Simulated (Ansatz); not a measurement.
The structure comes from a relaxation in the same program, started in the wurtzite type, and has space group P6_3/mmc. Whether it is a known phase or the ground state wasn't checked. The relaxation left the symmetry of that type.

Input and log of a run on NbSi: DFT, PBE, all-electron LAPW, scalar-relativistic (Ansatz 0.2.0).

Command: `ansatz run input.yaml --threads 1 --pin off --max-ram 3072MiB --backend cpu --events-out ev --progress --plain --runs-dir out` The run took 82 s on 1 thread of Arm Neoverse V1, on a shared host.

```yaml
crystal:
  lattice:
    - [4.4076651727, 0.0, 0.0]
    - [-2.2038325864, 3.817150011, 0.0]
    - [0.0, 0.0, 4.9988071751]
  atoms:
    - { symbol: Nb, position: [0.3333333333, 0.6666666667, -0.0619998964] }
    - { symbol: Nb, position: [0.6666666667, 0.3333333333, 0.4380001036] }
    - { symbol: Si, position: [0.3333333333, 0.6666666667, 0.4379998964] }
    - { symbol: Si, position: [0.6666666667, 0.3333333333, 0.9379998964] }
kpoints:
  mp_grid: { grid: [10, 10, 6] }
  band_path:
    path:
      - [0.0, 0.0, 0.0]
      - [0.5, 0.0, 0.0]
      - [0.3333333333, 0.3333333333, 0.0]
      - [0.0, 0.0, 0.0]
      - [0.0, 0.0, 0.5]
      - [0.5, 0.0, 0.5]
      - [0.3333333333, 0.3333333333, 0.5]
      - [0.0, 0.0, 0.5]
      - [0.5, 0.0, 0.5]
    npoints: 14
scf:
  occupations: { method: fermi_dirac, width: 0.03 }
hamiltonian:
  xc: pbe
  pseudopotentials: { kind: all_electron, lapw: { basis_error: 0.001 } }
output:
  forces: true
  stress: true
  eigenvalues: true
  populations: true
  dos: { projected: true, de: 0.2, e_range: [-14, 8] }
```

What the program printed:

```
Warning: the atoms were moved onto the symmetric positions of the space group found under crystal.symmetry.tolerance 1.0e-5 (fractional; no operation is sought that the atoms, as they stand in a round, miss by more than twice it, and no atom is moved by as much as it), and the run uses the moved positions. Before a round's move an operation carried an atom to 1.04e-6 Å from where it should land, the largest such distance. Atom 0 (counting from 0) moved farthest, by 5.18e-7 Å; the longest move in fractions of the cell, of whichever atom, is 0.01 of the tolerance, in 1 round. To run the atoms as typed, lower crystal.symmetry.tolerance until the operations that they miss are no longer found, or set crystal.symmetry.detect: false (a key that needs symmetry detection or time reversal refuses this as the deck is read). The positions used, in the order of the run's atom list: position: [0.3333333333333333, 0.6666666666666666, -0.06199999999999996]; position: [0.6666666666666666, 0.3333333333333333, 0.438]; position: [0.3333333333333333, 0.6666666666666666, 0.438]; position: [0.6666666666666666, 0.3333333333333333, 0.9380000000000001]; The lattice was moved too: crystal.lattice keeps the space group found at crystal.symmetry.tolerance 1.0e-5 only nearly: the operation that it misses by the most changes a squared length by the fraction 4.30e-11. The run uses the lattice that is a stretch of the typed one, with no rotation, onto the one that keeps every operation to a double's rounding (on a very oblique basis the stretch itself rounds by more); the deck's lattice vector that moved farthest moved by 4.77e-11 Å. To run the lattice as typed, set crystal.symmetry.detect: false, as for the atoms. crystal.lattice made exact, in Å and degrees: [[4.4076651727380325, 2.886757275046943e-11, 0.0], [-2.2038325863940162, 3.8171500109526284, 0.0], [0.0, 0.0, 4.9988071751]]. Pasted over the deck's crystal.lattice, beside positions in fractional coordinates, it runs the same cell (given as lengths and angles, that cell in the form's own orientation, a rigid turn of the misfit's size from the one run here, for which a checkpoint.post_process_only pass over this run's state can be refused: where this run relaxes nothing, give such a pass this deck's own crystal.lattice, as typed; behind a relaxation, as crystal.lattice, the state's own cell, identity.cell in its checkpoint.json), and a matrix so pasted ends this notice, except on a very skew basis of the lattice, where the rounding of the pasted numbers themselves can read as a misfit: the cell is then moved again, and that move is told again. The lattice as run is in this notice's lattice.as_run_ang field (Run.prep()["deck_notices"] in Python, the deck_notice line of an events file, deck_notices of ansatz run --dry-run=json, or deck_notices in record.json in the deck's checkpoint.write directory).
Nb: projections on atomic orbitals take those of the free atom 1s2 2s2 2p6 3s2 3p6 3d10 4s2 4p6 4d4 5s1, of charge +0.00 (hamiltonian.pseudopotentials.projection_atoms)
Si: projections on atomic orbitals take those of the free atom 1s2 2s2 2p6 3s2 3p2, of charge +0.00 (hamiltonian.pseudopotentials.projection_atoms)
LAPW: plane waves up to 7.995 Å⁻¹, error target 1.0e-3 eV per atom; small_component_spin mean_spin; Si in spheres of 1.136 Å, 12 of its electrons in bands, Dirac shells []; Nb in spheres of 1.363 Å, 29 of its electrons in bands, Dirac shells []
Engine: ansatz 0.2.0
Pseudopotentials: kind: all_electron
Pseudopotential: Nb, LAPW, valence charge 29, Koelling and Harmon's equation, gaussian nucleus
Pseudopotential: Si, LAPW, valence charge 12, Koelling and Harmon's equation, gaussian nucleus
Functional definition: PBE
  parameter kappa = 0.804
  parameter beta = 0.06672455060314922
  exchange = pbe_x(kappa = kappa, mu = beta*pi^2/3)
  correlation = pbe_c(beta = beta)
Crystal: 4 atoms, lattice volume = 84.104 Å³
Basis set: ecut = 243.5642108938479 eV, 745 PW (Γ), exchange–correlation at level 2
Bands: 50, of which v1, the nominal top of the filled ones, is band 41 counted from 1 (40 counted from 0)
Symmetry: 24 space group operations
Space group: P63/mmc (ITA 194), of the structure as read, at distance tolerance 4.4e-5 Å
k-points: 56 of 600
Non-local potential: Nb, projectors of the file, none
Non-local potential: Si, projectors of the file, none
Initial density: superposition of atomic densities (chi_scale 0.1, normalization cell, long waves kept (reshape's long-wave potential 0.00 eV rms))
Initial wavefunctions: plane waves of lowest kinetic energy (no species holds an atomic orbital)
Functional: x = pbe(κ = 0.804, μ = 0.2195149727645171), c = pbe(β = 0.06672455060314922)
iter 1 solved again at ethr=7.07e-3 eV; its pass at ethr=1.00e-1 eV (dr2=5.80e0 eV) is discarded
SCF iter   1: F=—  HF=-223678.108985 eV  |F-HF|=—  |Δ(HF+E_count)|=         —  Δρ=6.41e-2  dr2=5.81e0  ethr=7.07e-3  ⟨swp⟩=2.0  Hψ=17175  notcnv=0
preconditioner: auto → LDOS  [metal: Δε(μ)=0.019 eV  Ē_g=6.943 eV  σ=0.030 eV  W_gap=0.15  n_scr=22 (ndim 8)  ℏωp=17.2 eV  f_vac=0.063  D(μ)=2.93/eV (n_scr^D=20)  β→1.0]
iter 2 solved again at ethr=1.88e-4 eV; its pass at ethr=7.07e-3 eV (dr2=1.54e-1 eV) is discarded
SCF iter   2: F=—  HF=-223675.654904 eV  |F-HF|=—  |Δ(HF+E_count)|=    2.45e0  Δρ=1.78e-2  dr2=1.55e-1  ethr=1.88e-4  ⟨swp⟩=2.1  Hψ=14426  notcnv=0
SCF iter   3: F=—  HF=-223675.676605 eV  |F-HF|=—  |Δ(HF+E_count)|=         —  Δρ=7.07e-3  dr2=6.31e-2  ethr=1.88e-4  ⟨swp⟩=3.0  Hψ=9220  notcnv=0
the basis was enlarged: its passes take 875.3 KiB over the memory plan, 1 of 1 planned eigensolver slots
SCF iter   4: F=—  HF=-223675.637717 eV  |F-HF|=—  |Δ(HF+E_count)|=   3.89e-2  Δρ=2.07e-3  dr2=6.03e-3  ethr=7.70e-5  ⟨swp⟩=2.0  Hψ=8512  notcnv=0
SCF iter   5: F=—  HF=-223675.634741 eV  |F-HF|=—  |Δ(HF+E_count)|=   2.98e-3  Δρ=2.84e-4  dr2=1.00e-4  ethr=7.36e-6  ⟨swp⟩=2.2  Hψ=8046  notcnv=0
SCF iter   6: F=—  HF=-223675.634730 eV  |F-HF|=—  |Δ(HF+E_count)|=   1.14e-5  Δρ=5.71e-5  dr2=3.77e-6  ethr=1.22e-7  ⟨swp⟩=2.8  Hψ=8128  notcnv=0
SCF iter   7: F=—  HF=-223675.634731 eV  |F-HF|=—  |Δ(HF+E_count)|=   1.39e-6  Δρ=1.53e-5  dr2=2.82e-7  ethr=4.59e-9  ⟨swp⟩=3.0  Hψ=8564  notcnv=0
SCF iter   8: F=-223675.634731 eV  HF=-223675.634731 eV  |F-HF|=1.69e-9  |Δ(HF+E_count)|=   9.83e-8  Δρ=3.32e-6  dr2=2.02e-8  ethr=3.44e-10  ⟨swp⟩=3.0  Hψ=8546  notcnv=0
SCF 1 converged in 8 iterations: F = -223675.634731 eV  dr2 = 2.02e-8
NSCF: frozen V_eff on 113 k-points
SCF converged after 8 iterations
Free energy (F): -223675.634731 eV
Harris-Foulkes:  -223675.634731 eV  (|F-HF|=1.69e-9)
Internal energy: -223675.620594 eV  (E = F + TS)
E sigma→0 (E₀):  -223675.627663 eV
Entropy (-TS):   -0.014137 eV (-3.534 meV/atom)
Fermi energy:    11.743861 eV
--- Per-component energies (eV) ---
  E_band       = -9270.485457
  E_kinetic    = 230908.953970
  E_xc         = -7615.814837
  E_electrostatic = -446968.759727  (all electrons and nuclei)
  E_smearing   = -0.014137  (= −TS)
  E_closure    = 0.000000  (closes the sum)
  E_atoms      = -223644.810012  (free atoms, spherical and without spin; not in F)
  Σ components = -223675.634731   (vs F -223675.634731, Δ=0.00e0)
  Basis errors (estimates in eV, not in F): energy 4.0e-4 per atom: plane waves 3.6e-4 (2.1e-4 summed), levels above the bands 2.2e-90, relativity 2.1e-8, radial functions 4.6e-5, core shells 4.8e-7; eigenvalues (radial functions only) 1.7e-6; not estimated: angular momenta, meshes, grids; target (lapw.basis_error) 1.0e-3; muffin-tin radii Si 1.136 Å, Nb 1.363 Å
--- Forces (eV/Å), atoms counted from 1 ---
  atom   1  Nb    -0.00000000    -0.00000000     0.00000000
  atom   2  Nb     0.00000000     0.00000000     0.00000000
  atom   3  Si    -0.00000000    -0.00000000     0.00000000
  atom   4  Si    -0.00000000     0.00000000     0.00000000
  max |Σ_I F_I| component: 6.94e-18 eV/Å
--- Stress (GPa, compression-positive) ---
       -0.027050      -0.000000       0.000000
       -0.000000      -0.027050       0.000000
        0.000000       0.000000      -0.034339
  P = ⅓ Tr σ = -0.0295 GPa (-0.295 kbar)
--- Band table (eV; the first three rows and the last of 56) ---
  k-point 0: bands = ["-331.5835", "-331.5835", "-331.5835", "-331.5835", "-331.5021", "-331.5021", "-181.1707", "-181.1707", "-181.1707", "-181.1707", "-181.1264", "-181.1264", "-181.1264", "-181.1264", "-181.0810", "-181.0810", "-121.3938", "-121.3938", "-77.4244", "-77.4244", "-77.4244", "-77.4244", "-77.4216", "-77.4215", "-43.1874", "-43.1652", "-19.3519", "-19.3519", "-19.3308", "-19.2798", "-19.2798", "-19.1607", "2.3563", "4.4399", "9.2210", "9.2210", "9.4172", "9.4172", "9.6895", "10.7235", "10.7235", "11.5613", "13.2121", "13.2121", "14.7106", "15.3359", "16.4782", "16.4782", "17.2031", "18.0415"]
  k-point 1: bands = ["-331.5835", "-331.5835", "-331.5835", "-331.5835", "-331.5021", "-331.5021", "-181.1707", "-181.1707", "-181.1707", "-181.1707", "-181.1264", "-181.1264", "-181.1264", "-181.1264", "-181.0810", "-181.0810", "-121.3938", "-121.3938", "-77.4244", "-77.4244", "-77.4244", "-77.4244", "-77.4216", "-77.4215", "-43.1859", "-43.1667", "-19.3471", "-19.3471", "-19.3213", "-19.2846", "-19.2846", "-19.1741", "2.5555", "4.4732", "9.1132", "9.1132", "9.1707", "9.1798", "9.1798", "10.9940", "11.1852", "11.1852", "13.3780", "13.3780", "14.6239", "16.2836", "16.4233", "16.4233", "17.6324", "18.1062"]
  k-point 2: bands = ["-331.5835", "-331.5835", "-331.5835", "-331.5835", "-331.5021", "-331.5021", "-181.1707", "-181.1707", "-181.1707", "-181.1707", "-181.1264", "-181.1264", "-181.1264", "-181.1264", "-181.0810", "-181.0810", "-121.3938", "-121.3938", "-77.4244", "-77.4244", "-77.4244", "-77.4244", "-77.4216", "-77.4215", "-43.1817", "-43.1706", "-19.3339", "-19.3339", "-19.2978", "-19.2978", "-19.2941", "-19.2091", "3.1070", "4.3728", "8.5549", "8.8953", "8.8953", "8.9122", "8.9122", "9.8093", "12.0900", "12.0900", "13.4988", "13.4988", "14.8929", "16.4649", "16.4913", "16.4913", "17.9153", "17.9153"]
  k-point 55: bands = ["-331.5835", "-331.5835", "-331.5835", "-331.5835", "-331.5021", "-331.5021", "-181.1707", "-181.1707", "-181.1707", "-181.1707", "-181.1264", "-181.1264", "-181.1264", "-181.1264", "-181.0810", "-181.0810", "-121.3938", "-121.3938", "-77.4244", "-77.4244", "-77.4244", "-77.4244", "-77.4215", "-77.4215", "-43.1753", "-43.1753", "-19.3814", "-19.3814", "-19.3266", "-19.3266", "-19.2016", "-19.2016", "4.8994", "4.8994", "7.5305", "7.5305", "9.1295", "9.1295", "9.8342", "9.8342", "11.3376", "11.3376", "13.3455", "13.3455", "14.4101", "14.4101", "14.4805", "14.4805", "18.6491", "18.6491"]
--- Löwdin populations: 4 sites ---
  site symbol       q [e]
     0     Nb     40.7911
     1     Nb     40.7911
     2     Si     14.1345
     3     Si     14.1345
  spilling = 0.001352 (of n_electrons = 110.000000)
```
